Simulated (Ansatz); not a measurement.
BAs (zinc blende)

```
BAs
1.0
    0.00000     2.40468     2.40468
    2.40468     0.00000     2.40468
    2.40468     2.40468     0.00000
As B
1 1
Direct
  0.75000   0.75000   0.75000
  0.00000   0.00000   0.00000
```

These are PBE (plane waves to 420 eV, PAW, scalar-relativistic; Ansatz, a first-principles code) values and carry that method's errors. DFPT wavenumbers on a 12×12×12 k mesh, in cm⁻¹; i marks imaginary ones, q is in fractions of the reciprocal vectors of the cell shown, and the three acoustic modes at Γ are left out. The non-analytic (LO-TO) term is not included, so polar modes at Γ have their transverse values. BAs was relaxed with its symmetry unable to fall. The PAW data are Ansatz's earlier set.

Is the structure dynamically stable at Γ, L = (0.5, 0.0, 0.0), X = (0.5, 0.5, 0.0)?

No imaginary mode at these points (lowest 139 cm⁻¹ at L = (0.5, 0.0, 0.0)); other wave vectors were not tested.

Predict the phonon wavenumbers at Γ, L = (0.5, 0.0, 0.0), X = (0.5, 0.5, 0.0).


```tsv
q	wavenumbers (cm⁻¹)
Γ	677 (×3)
L = (0.5, 0.0, 0.0)	139 (×2), 303, 650 (×2), 684
X = (0.5, 0.5, 0.0)	191 (×2), 312, 610 (×2), 712
```
